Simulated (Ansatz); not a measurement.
## ZnMo3: distorted cells

All numbers below come from Ansatz, DFT PBE, scalar-relativistic, plane waves, PAW.

Cutoff 420 eV; k points 10×10×10 on the computed 4-atom cell (Γ-centred); Gaussian smearing, width 0.10 eV; no spin polarisation.

Reference cell:

```
CELL_PARAMETERS angstrom
3.94315 0.00000 0.00000
0.00000 3.94315 0.00000
0.00000 0.00000 3.94315
ATOMIC_POSITIONS crystal
Zn 0.00000 0.00000 0.00000
Mo 0.00000 0.50000 0.50000
Mo 0.50000 0.00000 0.50000
Mo 0.50000 0.50000 0.00000
```

Each variant moves atoms of this cell by the vectors given, if any (Å), and then applies a symmetric strain (tensor components, Cartesian axes). The reference cell isn't relaxed at this level. Energies are per atom at zero smearing, counted from the lowest variant. Pressure is positive in compression.

1. strain (xx yy zz yz xz xy, %) 1.63 1.63 1.63 0.00 0.00 0.00
2. strain (xx yy zz yz xz xy, %) -2.49 -2.49 -2.49 0.00 0.00 0.00
3. strain (xx yy zz yz xz xy, %) 5.71 6.01 2.86 -0.66 -1.59 -0.19; moves: Zn1 (-0.011, -0.003, -0.030); Mo2 (0.027, -0.010, -0.034); Mo3 (-0.029, 0.065, 0.007); Mo4 (0.013, -0.052, 0.058)
4. strain (xx yy zz yz xz xy, %) -2.41 -2.41 -2.41 0.00 0.00 0.00
5. strain (xx yy zz yz xz xy, %) -3.39 -3.39 -1.69 0.00 0.00 2.00; moves: Zn1 (0.000, 0.000, -0.074); Mo2 (0.000, 0.000, -0.009); Mo3 (0.000, 0.000, -0.009); Mo4 (0.000, 0.000, 0.093)
6. strain (xx yy zz yz xz xy, %) 3.35 3.35 3.35 0.00 0.00 0.00

```
result  ΔE (meV/atom) P (GPa) largest force (eV/Å)
     A           16.1    16.38                  0.00
     B           71.6    21.51                  1.17
     C            0.0   -10.62                  0.00
     D           19.9    17.11                  0.00
     E           75.6   -18.11                  0.00
     F          183.2   -22.26                  0.37
```

**Question.** Which variant gave which result?

**Answer.** A is 4, B is 5, C is 1, D is 2, E is 6, F is 3. The pressure falls as the cell grows: from the smallest volume to the largest the variants are 5, 2, 4, 1, 6, 3.